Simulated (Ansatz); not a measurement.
SnSe$_{2}$ (CdI2 type)

```yaml
crystal:
  lattice:
    - [3.82570, 0.00000, 0.00000]
    - [-1.91285, 3.31315, 0.00000]
    - [0.00000, 0.00000, 6.22880]
  atoms:
    - { symbol: Sn, position: [0.00000, 0.00000, 0.00000] }
    - { symbol: Se, position: [0.33333, 0.66667, 0.25298] }
    - { symbol: Se, position: [0.66667, 0.33333, 0.74702] }
```

The slice is a (0001) plane (indices of the conventional cell) through the point (0.667, 0.333, 0.747) (fractional), spanned by u = [110] and v = [1 -1 0] in vectors of this cell: u (3.83 Å) and v (6.63 Å, at 90° to u). It covers one period; positions are fractions (u, v).

Method: r2SCAN+rVV10 (plane waves to 500 eV, PAW, scalar-relativistic; Ansatz, a first-principles code). k mesh 10×10×6. Near the nuclei the fields are pseudised (PAW); where an atom keeps semicore shells as valence, they peak there. SnSe2 was relaxed with its symmetry unable to fall. The PAW data are Ansatz's earlier set.

Problem. Predict the map of the electrostatic potential energy of an electron, from the cell's mean on the slice.

Solution. 
```
|xxxxx +#%%%#+ xxxx|
|xxxxx:*#####*:xxxx|
|xxxx =*#####*= xxx|
|xxx -*###*###*- xx|
|  .=*###***###*=. |
|++*#####***#####*+|
|%%%%%%%#####%%%%%%|
|@@@@@%%#####%%@@@@|
|@@@@@%%##*##%%@@@@|
|@@@@%%#*+=+*#%%@@@|
|@@@@%*=.   .=*%@@@|
|@@@%*- xxxxx -*%@@|
|@@@#= xxxxxxx =#@@|
|@@%*:xxxxxxxxx:*%@|
|@@%* xxxxxxxxx *%@|
|%%#+ xxxxxxxxx +#%|
|%%#+ xxxxxxxxx +#%|
|###*:xxxxxxxxx:*##|
|###*= xxxxxxx =*##|
|*###*- xxxxx -*###|
|**###*=.   .=*###*|
|**#####*+++*#####*|
|###%%%%%%%%%%%%%##|
|###%%@@@@@@@@@%%##|
|*##%%@@@@@@@@@%%##|
|=+*#%%@@@@@@@%%#*+|
|  .=*%@@@@@@@%*=. |
|xxx -*%@@@@@%*- xx|
|xxxx =#@@@@@#= xxx|
|xxxxx:*%@@@%*:xxxx|
|xxxxx *%@@@%* xxxx|
|xxxxx +#%%%#+ xxxx|
```
Scale: ten equal steps from -3.00 (start of ' ') to 5.70 (end of '@'), in the order ' .:-=+*#%@'. Values: electrostatic potential energy of an electron, from the cell's mean, in eV. The map has 18 points along u (one character each, u = 0 at the left) and 32 along v (v = 0 in the bottom row). Points within 1 Å of a nucleus are blanked (x), as the pseudised field means little there. Values under -3 eV are set to -3. The zero, the cell's mean, hangs on the PAW cores.
